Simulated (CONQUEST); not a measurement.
Consider a self-consistent single point of PbSe (Fm-3m, 8 atoms in the cell; from Materials Project mp-2201, changed as shown).

```yaml
crystal:
  lattice:
    - [6.00047, 0.00000, 0.00000]
    - [0.00000, 6.00047, 0.00000]
    - [0.00000, 0.00000, 6.00047]
  atoms:
    - { symbol: Pb, position: [0.00000, 0.00000, 0.00000] }
    - { symbol: Pb, position: [0.00000, 0.50000, 0.50000] }
    - { symbol: Pb, position: [0.50000, 0.00000, 0.50000] }
    - { symbol: Pb, position: [0.50000, 0.50000, 0.00000] }
    - { symbol: Se, position: [0.50000, 0.00000, 0.00000] }
    - { symbol: Se, position: [0.50000, 0.50000, 0.50000] }
    - { symbol: Se, position: [0.00000, 0.00000, 0.50000] }
    - { symbol: Se, position: [0.00000, 0.50000, 0.00000] }
```

Computed with PBE, numerical atomic orbitals double-zeta with polarisation (the shipped basis), PseudoDojo norm-conserving potentials made for PBE (CONQUEST 1.3).

CONQUEST settings:

basis: DZP
Diag.MPMeshX, Y, Z: 4 4 4
potentials: PseudoDojo norm-conserving PBE
Grid.GridCutoff: 140 Ha
DM.SolutionMethod: diagon
Diag.kT: 0.000735 Ha
Diag.GammaCentred: true
minE.SCTolerance: 1.0e-07
SC.MaxIters: 100
SC.LinearMixingFactor: 0.5
AtomMove.TypeOfRun: static

Problem. Estimate, at this level of theory: gap on the k-point mesh and pressure.

Solution. The run gave:

- Gap on the k-point mesh = 0.20 eV
- Pressure = 7.07 GPa

Gaps are taken between levels on the mesh.

For comparison: a first run was changed to give this one (lattice scaled by 0.98), and from it to this one the free energy rises by 51.8 meV/atom, the pressure goes from 2.90 to 7.07 GPa and the gap on the mesh goes from 0.410 to 0.203 eV.

Spin-orbit coupling is left out, which matters for bands and gaps with elements this heavy. The program uses no crystal symmetry, so grid and mesh can part values that symmetry would make equal. The atom-centred basis is finite, which shifts total energies, pressures and gaps against plane waves. The structure comes from a collection of computed structures, made at another level of theory; the collection holds predicted forms beside known ones. Its lattice was then scaled.

Cost on one core: very roughly 60 core-seconds.
